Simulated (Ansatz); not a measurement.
CrGe (zincblende type), DFT, PBEsol, norm-conserving pseudopotentials, Ansatz's default files, scalar-relativistic (Ansatz 0.2.0), on 1 thread of Arm Neoverse V2 (shared host).

Command: `ansatz run input.yaml --threads 1 --pin off --max-ram 3072MiB --backend cpu --events-out ev --progress --plain --runs-dir out`

```yaml
crystal:
  lattice:
    - [0.0, 2.1066467768, 2.1066467768]
    - [2.1066467768, 0.0, 2.1066467768]
    - [2.1066467768, 2.1066467768, 0.0]
  atoms:
    - { symbol: Cr, position: [0.0, 0.0, 0.0], spin: 2.0 }
    - { symbol: Ge, position: [0.25, 0.25, 0.25] }
magnetization:
  spin_polarized: true
kpoints:
  mp_grid: { grid: [12, 12, 12] }
scf:
  occupations: { method: fermi_dirac, width: 0.05 }
hamiltonian:
  xc: pbesol
  pseudopotentials: { kind: nc }
output:
  forces: true
  stress: true
  eigenvalues: true
```

**Question.** How large is the problem that the program sets up?

**Answer.** 72 irreducible k-points, 1917 plane waves at Γ, 19 bands.

**Question.** About how long does it take?

**Answer.** 37 s of wall time for 17 SCF iterations. Times on shared machines scatter by tens of per cent.
